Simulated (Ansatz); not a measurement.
# Vibrational response of SnO

Theory: Ansatz 0.2.0, DFT LDA, scalar-relativistic, plane waves, PAW. Settings: 420 eV plane-wave cutoff, Γ-centred 10×10×4 mesh, Fermi-Dirac smearing of 0.15 eV. No spin polarisation. Phonons by linear response, acoustic sum rule imposed.

The cell, relaxed at this level:
```
Sn O
1.0
     2.66080   -2.66080    0.00000
     2.66080    2.66080    0.00000
     0.00000    0.00000    9.28999
Sn O
4 4
Direct
  0.75000 0.25000 0.87348
  0.25000 0.75000 0.12652
  0.75000 0.25000 0.37348
  0.25000 0.75000 0.62652
  0.25000 0.25000 0.25000
  0.75000 0.75000 0.75000
  0.25000 0.25000 0.75000
  0.75000 0.75000 0.25000
```

In a metal, frequencies and elastic constants depend on the k mesh and the smearing, soft modes and shear constants most. Spin–orbit coupling is left out, which matters for heavy elements. A semilocal functional can close a gap that the real compound has.

Optical modes at Γ; i marks an imaginary frequency:
```tsv
frequency (cm⁻¹)	degeneracy
53	2
63	1
113	2
118	2
205	1
211	1
279	2
286	2
346	1
358	1
368	1
458	2
474	2
505	1
```

All 21 optical modes at Γ are real: no displacement of atoms at fixed cell lowers the energy to second order. Strains and modes at other wave vectors aren't tested by this run.

Cost: 1 run of about 15 core-minutes, on Intel Xeon Processor @ 2.50GHz (Skylake/Cascade Lake) (shared hosts).